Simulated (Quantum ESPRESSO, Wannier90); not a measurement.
## Tight-binding from DFT: InSe (C2/m)

```
InSe
1.0
    0.00000     4.10930     0.00000
   -1.72323     0.00000     4.77135
    5.82639    -2.05465     0.00000
In Se
2 2
Direct
  0.11180   0.95316   0.22360
  0.88820   0.04684   0.77640
  0.33907   0.33104   0.67814
  0.66093   0.66896   0.32186
```

Materials Project entry mp-21405; symmetrised, unrelaxed at this level. Not found in the COD (Crystallography Open Database) copy used, which has the formula in other groups; not checked further. Method: PBEsol plane waves in Quantum ESPRESSO 7.5 (PseudoDojo norm-conserving files, 69 Ry, spinors with spin-orbit coupling), Bloch states on a 4×4×4 mesh through Γ, Wannier90 4.0.1. Density: 8×6×8 mesh, cold smearing 0.01 Ry. The cell is built of weakly bound layers, chains or molecules, whose nearest atoms lie 3.55 Å apart. Database cells relaxed without dispersion often hold them too far apart, which can enlarge gaps and weakens couplings between them; spacing and stacking were not compared with the measured crystal.

The plane-wave run has 92 bands and 58 electrons a cell. On the energy scale of pw.x, whose zero is arbitrary, the valence-band maximum lies at 7.41 eV.

Isolated groups of bands, relative to the valence-band maximum (bands from 59 on overlap up to the last one computed):

```tsv
bands	from (eV)	to (eV)	filling	weight on atomic waves
1–8	-47.62	-47.58	filled	Se 3d 100 %
9–20	-46.73	-46.68	filled	Se 3d 100 %
21–28	-14.74	-14.55	filled	In 4d 97 %
29–40	-14.01	-13.56	filled	In 4d 97 %
41–44	-13.14	-11.43	filled	Se 4s 68 %, In 5p 14 %, In 4d 12 %
45–58	-6.22	0.00	filled	Se 4p 63 %, In 5p 19 %, In 5s 15 %
```

Input w.win, without the blocks of cell, atoms and k-points (64 lines):

```
num_bands = 52
num_wann = 34
exclude_bands = 1-40
spinors = true
num_iter = 1000
conv_tol = 1.0e-6
conv_window = 4
dis_num_iter = 1000
dis_conv_tol = 1.0e-6
dis_froz_max = 9.99
write_hr = true
write_u_matrices = true
begin projections
f=0.10248,-0.05385,0.21666: s;p
f=-0.11813,0.04652,-0.21802: s;p
f=0.34933,0.33105,-0.32450: s;p
f=-0.33793,-0.32747,0.33065: s;p
end projections
mp_grid = 4 4 4
```

Check the input against the numbers above: what is wrong, and how is it mended?

wannier90.x -pp stops with:
```
w90_readwrite_get_projections: too few projection functions defined
```
The projections block defines fewer trial orbitals than num_wann. Mended as below, all else unchanged, the run goes through (Ω_I = 51.1 Å²) and follows the plane-wave bands to 19 meV rms (states up to 2.1 eV relative to the valence-band maximum).
```
num_wann = 32
```
